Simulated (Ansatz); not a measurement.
**HfB₂ — experiment and calculation at the nuclei**

Cell of run 1: a structure deposited in the COD, whose atoms a relaxation with PBE at fixed cell left in place.

```xyz
3
Lattice="3.1400 0.0000 0.0000 -1.5700 2.7193 0.0000 0.0000 0.0000 3.4800" Properties=species:S:1:pos:R:3 pbc="T T T"
Hf    0.0000    0.0000    0.0000
B     0.0000    1.8129    1.7400
B     1.5700    0.9064    1.7400
```

Atom numbers follow the list; atoms alike are taken as one site, whose name carries the number of the first.

All runs are DFT with Ansatz 0.2.0 (plane waves and PAW, scalar-relativistic unless spin–orbit coupling is named, Γ-centred meshes, Fermi–Dirac smearing) in this cell.

Run 1: PBE, atoms relaxed; 420 eV, 17×17×13 k-points, smearing 0.05 eV.
Run 2: r2SCAN, at the relaxed atoms; 500 eV, 17×17×13 k-points, smearing 0.05 eV.
Run 3: PBE with spin–orbit coupling, at the relaxed atoms; 420 eV, 17×17×13 k-points, smearing 0.05 eV.
Run 4: LDA, at the relaxed atoms; 420 eV, 17×17×13 k-points, smearing 0.05 eV.

11B: I = 3/2, Q = 40.59 mb (Pyykkö 2018). C_Q = eQV_zz/h. ν_Q = 3|C_Q|/[2I(2I − 1)].

Question: Give ν_Q of 11B for each run, and set them against experiment.

Answer: 

```
  quantity  unit  measured  run 1  run 2  run 3  run 4
ν_Q of 11B   MHz     0.054  0.023  0.027  0.026  0.034
```

The gradient behind the ν_Q of 11B is so small (V_zz from 0.047 to 0.069 × 10²¹ V/m²) that the runs can't be ranked by it.

**Where the measured values come from.**

“Doping-induced superconductivity of ZrB2 and HfB2”, 2017, arxiv:1703.03253 reports, for a powder: ν_Q of 11B about 54 kHz. On the ν_Q of 11B: quadrupole splitting nu_Q, not the coupling constant C_Q; one typical value given for both ZrB2 and HfB2.

The runs hold the atoms at rest, while the measurements include thermal motion.

In runs 1, 2, 3, 4 there is no gap above 0.1 eV, so the gradients can move by 10 % or more with the k-mesh. The cell isn't the equilibrium one in run 4 (calculated pressure -10 GPa), and the entry's cell may itself be off.
